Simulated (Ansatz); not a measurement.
A (001) slab of Cu (P6_3/mmc (No. 194)), 6 planes, outer planes Cu (top) and Cu (bottom), with 6 atoms (Cu6) in a surface cell of A = 5.502 Å², as cut from the bulk:

```
CELL_PARAMETERS angstrom
2.52059 0.00000 0.00000
-1.26030 2.18290 0.00000
0.00000 0.00000 25.29131
ATOMIC_POSITIONS crystal
Cu 0.66667 0.33333 0.29654
Cu 0.33333 0.66667 0.37793
Cu 0.66667 0.33333 0.45931
Cu 0.33333 0.66667 0.54069
Cu 0.66667 0.33333 0.62207
Cu 0.33333 0.66667 0.70346
```

The calculation used DFT PBEsol, scalar-relativistic, plane waves, PAW (Ansatz 0.2.0). Plane waves to 420 eV, a k mesh through Γ of 15×15×1 on the computed 6-atom cell and Gaussian smearing (0.10 eV); no spin polarisation. The cell repeats along c with a dipole correction in the vacuum.

Against the same 6 atoms in the bulk, the slab as cut lies 1.148 eV higher and the relaxed slab 1.147 eV higher.

Q: Work out the surface energy before and after relaxation.

A: The slab has two faces, so γ = (E_slab − N·E_bulk)/(2A), the mean of both. As cut: 1.148/(2 × 5.502) = 0.1043 eV/Å², and 1 eV/Å² = 16.02 J/m², so γ = 1.67 J/m². Relaxed: 1.147/(2 × 5.502) = 0.1042 eV/Å² = 1.67 J/m². Relaxation recovers 0.1 % of the cost of cutting.

Q: What is the ideal work of this cut, per area?

A: Griffith's ideal work is 2γ: 3.34 J/m², whether the new faces relax or not. One thickness was run, 6 planes, so γ can still shift with it.

The reference crystal is a form of Cu, which isn't its usual structure.